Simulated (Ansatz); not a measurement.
**BeAu squeezed and stretched**

A database entry relaxed whole under r2SCAN (P2_13):

```
Be Au
1.0
     4.68589    0.00000    0.00000
     0.00000    4.68589    0.00000
     0.00000    0.00000    4.68589
Be Au
4 4
Direct
  0.84564 0.84564 0.84564
  0.65436 0.15436 0.34564
  0.34564 0.65436 0.15436
  0.15436 0.34564 0.65436
  0.15431 0.15431 0.15431
  0.34569 0.84569 0.65431
  0.65431 0.34569 0.84569
  0.84569 0.65431 0.34569
```

The cell was scaled uniformly, its shape held, and the atoms relaxed at each volume with plane-wave PAW DFT (Ansatz 0.2.0; r2SCAN, 500 eV, 7×7×7 Γ-centred mesh, fermi-dirac occupations of width 0.100 eV; no spin, no spin-orbit coupling). One row is withheld.

| volume (Å³/atom) | energy over the lowest (meV/atom) | pressure (GPa) |
| --- | --- | --- |
| 12.090 | 25.9 | 11.51 |
| 12.347 | ? | ? |
| 12.604 | 2.6 | 3.43 |
| 12.861 | 0.0 | 0.04 |
| 13.119 | 2.5 | -2.98 |
| 13.376 | 9.6 | -5.67 |
| 13.633 | 20.7 | -8.05 |

**Question.** Fit the pressures of the other rows to the third-order Birch-Murnaghan form.

**Answer.** With f = [(V₀/V)^(2/3) − 1]/2 and P = 3B₀f(1 + 2f)^(5/2)[1 + 3(B₀′ − 4)f/2], least squares gives V₀ = 12.86 Å³ an atom, B₀ = 160 GPa and B₀′ = 4.8; the rows miss the fit by less than 0.01 GPa. The slope of the energies differs from these pressures by 0.09 GPa, since they are taken to zero smearing while pressures follow the free energy.

**Question.** What does the withheld row hold?

**Answer.** The fit gives 7.23 GPa at 12.347 Å³; the run gave 7.24 GPa and 11.0 meV an atom.

Caveats: the shape of the cell was held; 0 K, fixed nuclei; the symmetry was kept, and this need not be the phase that is stable at 0 K; one mesh for all volumes; pressure is positive in compression.
